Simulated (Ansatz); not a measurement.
**Trends among crystals of one structure type (Pm-3m)**

All 4 crystals share space group Pm-3m (No. 221) and the same kinds of sites, 2 atoms in the primitive cell. They are database entries and needn't be the stable phases. The set is a selection: crystals with a Fermi surface that the mesh didn't resolve were left out. Cells are relaxed by PAW under the functional.

Quantity: Fermi-surface sums. Level: PBEsol, all-electron LAPW in Ansatz 0.2.0, scalar-relativistic.

```
crystal  cell (conventional)  fine k mesh  smearing (eV)  N(E_F) (states/eV/atom)  ħω_p (r.m.s. of x, y, z) (eV)  Fermi speed (10⁶ m/s)
   LaIn          a = 3.896 Å     16×16×16           0.05                     0.54                            3.2                   0.36
   LaTl          a = 3.920 Å     16×16×16           0.10                     0.91                            3.6                   0.30
   LiPb          a = 3.508 Å     16×16×16           0.05                        ?                              ?                      ?
   SrMg          a = 4.132 Å     16×16×16           0.08                     0.97                            4.1                   0.41
```

Problem. What did the calculation give for LiPb?

Solution. N(E_F) = 0.34 states/eV/atom, ħω_p (r.m.s. of x, y, z) = 8.7 eV, Fermi speed = 1.31×10⁶ m/s.

Keep in mind: these sums move with the mesh, by several per cent and more for small sheets; no spin-orbit coupling on heavy atoms (LaTl, LiPb).
